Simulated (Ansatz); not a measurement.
Consider the following.

ScGeO3:
```yaml
crystal:
  lattice:
    - [3.59785, 0.00000, 0.00000]
    - [0.00000, 3.59785, 0.00000]
    - [0.00000, 0.00000, 4.96785]
  atoms:
    - { symbol: Sc, position: [0.50000, 0.50000, 0.61567] }
    - { symbol: Ge, position: [0.00000, 0.00000, 0.22315] }
    - { symbol: O, position: [0.00000, 0.50000, 0.42485] }
    - { symbol: O, position: [0.50000, 0.00000, 0.42485] }
    - { symbol: O, position: [0.50000, 0.50000, 0.00167] }
```

This is the PBEsol-relaxed structure.

Problem. All from the program Ansatz at the PBEsol level (PAW), unless another level is named. Predict the bulk modulus (Birch–Murnaghan fit).

Solution. 88.4 GPa.

Problem. Next, the highest zone-centre frequency?

Solution. 654 cm^-1.

Space group P4mm. The start of the workflow was typed in or built on a structure type; neither database checked (COD, Materials Project) lists it. Whether it is the stable phase at ambient conditions was not checked. The cell was relaxed with PBEsol under the symmetry of its start. At this level the phase is dynamically unstable (imaginary phonons). The run is not spin-polarised. As this level gives no gap, phonon frequencies hold no LO–TO term and depend on the k-mesh and smearing (Fermi–Dirac, 0.1 eV here).

Potentials: the earlier of the program's two PAW sets. The files were generated under PBE; for other functionals the program regenerates the frozen cores, and for LDA and PBEsol the local potential too.
